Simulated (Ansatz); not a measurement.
GaN (zinc blende)

```yaml
crystal:
  lattice:
    - [0.00000, 2.27425, 2.27425]
    - [2.27425, 0.00000, 2.27425]
    - [2.27425, 2.27425, 0.00000]
  atoms:
    - { symbol: N, position: [0.75000, 0.75000, 0.75000] }
    - { symbol: Ga, position: [0.00000, 0.00000, 0.00000] }
```

In each cell atom 2 (Ga, nearest neighbour N at 1.970 Å; its periodic images, 3.2 Å or more away, move with it) moves by s·(-0.577, 0.577, 0.577) (towards the nearest neighbour), the rest being held.

These are PBE (plane waves to 420 eV, PAW, scalar-relativistic; Ansatz, a quantum-chemistry and plane-wave program) values and carry that method's errors. k mesh 10×10×10 (Γ-centred), Fermi-Dirac smearing 0.05 eV. The energy includes the smearing's −TS. Compression counts positive. F∥ is the force on the atom along that direction. GaN was relaxed with its symmetry unable to fall. The zero of ΔE is the undisplaced structure.

```csv
s (Å),ΔE (meV/cell),F∥ (eV/Å),P (GPa)
-0.200,163,1.346,2.52
-0.160,112,1.204,1.74
-0.120,67,1.006,1.06
-0.080,32,0.746,0.51
-0.040,9,0.413,0.14
0.000,0,0.000,0.00
0.040,10,-0.506,0.16
0.080,42,-1.117,0.67
0.120,101,-1.850,1.62
0.160,192,-2.722,3.08
0.200,321,-3.757,5.13
```

Read from the data:

- Energy at s = 0.200 Å = 321 meV/cell
- Force along the line at s = -0.200 Å = 1.35 eV/Å
- Symmetry of the curve = not even: the positive side lies higher at ±0.200 Å
- Shape of the curve = a single well with its minimum at or next to zero displacement
- Force constant k = d²E/ds² at s = 0 (finite differences) = 11.4 eV/Å²
- Harmonic estimate at the end of the scan = ½ks² = 229 meV/cell against the computed 321 meV/cell, so the well is stiffer than harmonic there
- Zone-centre optical wavenumber from k (transverse: no LO-TO term) = 516 cm⁻¹

(A displaced cell: forces are minus the slopes of the energy, force constants its curvatures, and phonons follow from these.)
